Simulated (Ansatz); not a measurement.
BaTiO$_{3}$: moving Ti off its site

BaTiO$_{3}$, Pm-3m, a = 3.994 Å. The structure is a COD entry; whether it is the stable form wasn't checked. Ansatz: r2SCAN, PAW, 500 eV, Γ-centred 8×8×8 mesh on 5 atoms, Gaussian smearing 0.05 eV; no spin polarisation.

```
Ba Ti O
1.0
     3.99397    0.00000    0.00000
     0.00000    3.99397    0.00000
     0.00000    0.00000    3.99410
Ba Ti O
1 1 3
Direct
  0.00000 0.00000 0.00000
  0.50000 0.50000 0.50000
  0.50000 0.50000 0.00000
  0.50000 0.00000 0.50000
  0.00000 0.50000 0.50000
```

Atom 2 (Ti) moves by x along the unit vector (1.000, 0.000, 0.000), with its periodic images; all else is held. y is the free energy of the cell over the start, F the force along the path summed over the moved atoms. Symmetry makes y even in x.

| x (Å) | y (meV) | F (eV/Å) |
| --- | --- | --- |
| -0.1000 | ? | ? |
| -0.0333 | -0.28 | -0.01 |
| 0.0000 | 0.00 | 0.00 |
| 0.0167 | -0.08 | 0.01 |
| 0.0500 | -0.45 | 0.01 |
| 0.0667 | -0.37 | -0.02 |
| 0.0833 | 0.26 | -0.06 |

Question: Fit y = c2 x² + c4 x⁴ to the energies of the other rows, give the force constant, and predict energy and force of the missing row.

Answer: Least squares on the rows shown. y = −301.8 x² + 48930 x⁴. The force constant is 2 c2 = -0.604 eV/Å², negative: the site is a maximum along this line (for all images moving together, not for a lone atom). The force −dy/dx at the missing row is 0.14 eV/Å (computed 0.13). At x = -0.1000 the fit asked for gives 1.88 meV. The run gave 1.81 meV, so the fit is 0.07 meV too high, 3.1 % of the span of the series, against an rms of 0.003 meV on the fitted rows. The row lies outside the fitted range. With a term in x⁶ added, a fit to the same known rows predicts 1.80 meV, so most of the miss is curvature that the known rows already hold.

Symmetry holds off the tilts and polar distortions that many cubic perovskites undergo.

Cost: 7 runs of about 3.2 core-minutes in all, on Intel Xeon 6975P-C (Granite Rapids) (shared hosts).